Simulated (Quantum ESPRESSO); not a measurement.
CaCd$_{2}$P$_{2}$ is taken in the trigonal space group P-3m1 (No. 164), Pearson symbol hP5. Conventional cell: a = b = 4.292 Å, c = 7.055 Å, α = β = 90.00°, γ = 120.00°. P on 2d is coordinated by 3 Cd at 2.622 Å and 1 Cd at 2.805 Å and 3 Ca at 3.004 Å. Ca on 1a is coordinated by 6 P at 3.004 Å and 6 Cd at 3.558 Å. Cd on 2d sees 3 P at 2.622 Å and 1 P at 2.805 Å and 3 Cd at 3.153 Å and 3 Ca at 3.558 Å. (Neighbours: up to the widest gap in distance over summed covalent radii, below 1.35, at either atom; cation-cation contacts left out.)

The geometry is that of Materials Project entry mp-9570, symmetrised and not relaxed again.

**Question.** What does PBEsol (Quantum ESPRESSO, PseudoDojo norm-conserving, 102 Ry, with spin-orbit coupling) give for the electronic structure near the Fermi level?

**Answer.** The PBEsol gap is direct, 0.73 eV at Γ.
